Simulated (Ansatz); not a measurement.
CdHgS2 as one 4-atom ordering (P-4m2) on the zincblende lattice, relaxed with r2SCAN, was run in Ansatz under altered settings. All numbers are computed, without spin polarisation but where a row says otherwise.

```yaml
crystal:
  lattice:
    - [4.18085, 0.00000, 0.00000]
    - [0.00000, 4.18085, 0.00000]
    - [0.00000, 0.00000, 5.88430]
  atoms:
    - { symbol: Cd, position: [0.00000, 0.00000, 0.00000] }
    - { symbol: S, position: [0.00000, 0.50000, 0.24656] }
    - { symbol: Hg, position: [0.50000, 0.50000, 0.50000] }
    - { symbol: S, position: [0.50000, 0.00000, 0.75344] }
```

The base run's other keys:
```yaml
kpoints:
  mp_grid: { grid: [4, 4, 2] }
hamiltonian:
  xc: hse06
scf:
  occupations: { method: fixed }
  n_extra_bands: 5
```

It takes 16 iterations with 1955 plane waves at 420 eV and 12 k points, and leaves a mean stress of +0.05 GPa. The gap over this mesh is 1.207 eV.

Outcomes, with energy and stress as changes against the base:
```tsv
setting	outcome	ΔF (meV/atom)	Δ mean stress (GPa)	gap on the mesh (eV)	iterations
PBE hybrid, exx coeff -0.2, omega 0.5 1/Å	refused	–	–	–	–
PBE hybrid, exx coeff 0.15, omega 0.5 1/Å	converged	–	+1.0	0.552	15
magnetization.initial_magnetization: 6.0	refused	–	–	–	–
basis.ecutwfc: 0	refused	–	–	–	–
```
A dash marks a value that wasn't obtained or can't be compared. Stress is positive in compression. The base's mesh is coarse for a hybrid, so its own values aren't converged.

- PBE hybrid, exx coeff -0.2, omega 0.5 1/Å. It is rejected at once. Error: invalid value for `hamiltonian.xc.exx.coeff`: must be finite and in (0, 1]; got -0.2
- PBE hybrid, exx coeff 0.15, omega 0.5 1/Å. That is 15 % exact exchange, screened with ω = 0.5 1/Å, against HSE06's 25 % screened at 0.208 1/Å. The mean stress moves by +1.0 GPa and the gap on the mesh by -0.655 eV (to 0.552). Totals of different functionals aren't comparable.
- magnetization.initial_magnetization: 6.0. It is rejected at once. Error: inconsistent input (scf.occupations.method, magnetization): a σ = 0 step fill (method: fixed, or a smearing width below the step floor) with no hard lock on the total moment puts the same N_el/2 bands in each spin channel, which gives a total moment of zero, but the starting moments sum to +6.0000 μB […]
- basis.ecutwfc: 0. It is rejected at once. Error: invalid value for `basis.ecutwfc`: must be finite and > 0; got 0 eV

Spin-orbit coupling is left out; in compounds of Pb, Bi, Tl or Hg it can lower a gap by up to about 1 eV, split its edges or invert the bands.

The program warns that its thresholds are loose for a hybrid's stress.

The meshes of the hybrids are coarse, so their gaps aren't converged to the digits shown.
